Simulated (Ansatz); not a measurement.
Fe (bcc, W type)

```xyz
1
Lattice="-1.4158 1.4158 1.4158 1.4158 -1.4158 1.4158 1.4158 1.4158 -1.4158" Properties=species:S:1:pos:R:3 pbc="T T T"
Fe     0.0000     0.0000     0.0000
```

The slice is a {211} plane (indices of the conventional cell) through the point (0.000, 0.000, 0.000) (fractional), spanned by u = [111] and v = [1 0 -1] in vectors of this cell: u (2.45 Å) and v (4.00 Å, at 90° to u). It covers one period; positions are fractions (u, v).

The numbers are results of PBE (plane waves to 420 eV, PAW, scalar-relativistic; Ansatz, an electronic-structure program), not measurements. k mesh 23×23×23. These are valence fields of a PAW run, semicore shells included where kept as valence: close to a nucleus they are smooth pseudo fields. Fe was relaxed with its symmetry unable to fall. Relaxed Fe ends ferromagnetic. The PAW data are Ansatz's earlier set. Other magnetic orders were not checked, so this need not be the ground state.

Three fields on this plane, each scaled to ten steps between its own extremes (0 low, 9 high; the total valence density on a logarithmic scale, the potential cut 8 eV below its top; x marks points blanked near nuclei; v = 0 in the bottom row):

Map A
```
|xxxxxxx7447xxxxxx|
|xxxxxxx6336xxxxxx|
|xxxxxxx5225xxxxxx|
|xxxxxx831138xxxxx|
|xxxxx94200249xxxx|
|xxxx9521001259xxx|
|88764210000124678|
|33321100000011233|
|11110000000000111|
|00001111111111000|
|00111122222211110|
|01122233333322211|
|11223333333333221|
|11223344444433221|
|11223333333333221|
|01122233333322211|
|00111122222211110|
|00001111111111000|
|11110000000000111|
|33321100000011233|
|88764210000124678|
|xxxx9521001259xxx|
|xxxxx94200249xxxx|
|xxxxxx831138xxxxx|
|xxxxxxx5225xxxxxx|
|xxxxxxx6336xxxxxx|
|xxxxxxx7447xxxxxx|
|xxxxxxx7447xxxxxx|
```

Map B
```
|xxxxxxx0440xxxxxx|
|xxxxxxx2552xxxxxx|
|xxxxxxx4664xxxxxx|
|xxxxxx267762xxxxx|
|xxxxx15788751xxxx|
|xxxx2579999752xxx|
|00246789999876420|
|56677899999987766|
|88888889999888888|
|99988888778888899|
|99988776666778899|
|99887665555667889|
|99876655445566789|
|99876554444556789|
|99876655445566789|
|99887665555667889|
|99988776666778899|
|99988888778888899|
|88888889999888888|
|56677899999987766|
|00246789999876420|
|xxxx2579999752xxx|
|xxxxx15788751xxxx|
|xxxxxx267762xxxxx|
|xxxxxxx4664xxxxxx|
|xxxxxxx2552xxxxxx|
|xxxxxxx0440xxxxxx|
|xxxxxxx0440xxxxxx|
```

Map C
```
|xxxxxxx1441xxxxxx|
|xxxxxxx1441xxxxxx|
|xxxxxxx0550xxxxxx|
|xxxxxx017710xxxxx|
|xxxxx00488400xxxx|
|xxxx0037997300xxx|
|00001479999741000|
|11246899999986421|
|66788888998888876|
|99987667777667899|
|88765455665545678|
|76543334554333456|
|65432234444322345|
|65322234444322235|
|65432234444322345|
|76543334554333456|
|88765455665545678|
|99987667777667899|
|66788888998888876|
|11246899999986421|
|00001479999741000|
|xxxx0037997300xxx|
|xxxxx00488400xxxx|
|xxxxxx017710xxxxx|
|xxxxxxx0550xxxxxx|
|xxxxxxx1441xxxxxx|
|xxxxxxx1441xxxxxx|
|xxxxxxx1441xxxxxx|
```

Problem. Assign the maps to these fields: ELF of the up spins; spin density, up minus down; electrostatic potential energy of an electron, from the cell's mean.

Solution. A is the spin density, up minus down; B is the electrostatic potential energy of an electron, from the cell's mean; C is the ELF of the up spins.
